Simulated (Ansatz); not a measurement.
Tl, one cell by several methods

```xyz
1
Lattice="-1.9216 1.9216 1.9410 1.9216 -1.9216 1.9410 1.9216 1.9216 -1.9410" Properties=species:S:1:pos:R:3 pbc="T T T"
Tl    0.0000    0.0000    0.0000
```

The conventional cell has a = 3.843 Å, b = 3.843 Å, c = 3.882 Å, α = 90.00°, β = 90.00°, γ = 90.00°. Tl (atom 1) has 8 Tl at 3.34 Å as nearest neighbours.

The cell is COD entry 9008555, as deposited and not checked against the literature; nothing was relaxed. The listed cell was then made from it by scaling, straining or moving an atom.

No spin–orbit coupling, which matters for the heavy atoms here.

All numbers are computed: DFT, LDA, PAW with Ansatz's default frozen-core files, scalar-relativistic (Ansatz 0.2.0); DFT, LDA, all-electron LAPW, scalar-relativistic (Ansatz 0.2.0).

For PAW: a Γ-centred 13×13×13 k mesh, Fermi–Dirac smearing of 0.05 eV, cutoff 420 eV, no spin polarisation; the PAW files were made with PBE, and the program remakes their frozen cores for this functional. LAPW targets a basis error of 0.25 meV/atom. The Ansatz runs share mesh, smearing and spin set-up. Plane-wave (PAW) pressures include the program's estimate of the Pulay term.

Stress and pressure are positive in compression.

The change that made this cell: equal xx and yy strain of -1 %.

PAW results:

```csv
quantity,PAW
pressure (GPa),-1.87
stress xx (GPa),-1.94
stress zz (GPa),-1.73
```

Q: What does LAPW (all electrons) give for the same quantities?

A: 
```json
{"quantity": "pressure (GPa)", "LAPW": "-1.86"}
{"quantity": "stress xx (GPa)", "LAPW": "-1.93"}
{"quantity": "stress zz (GPa)", "LAPW": "-1.72"}
```
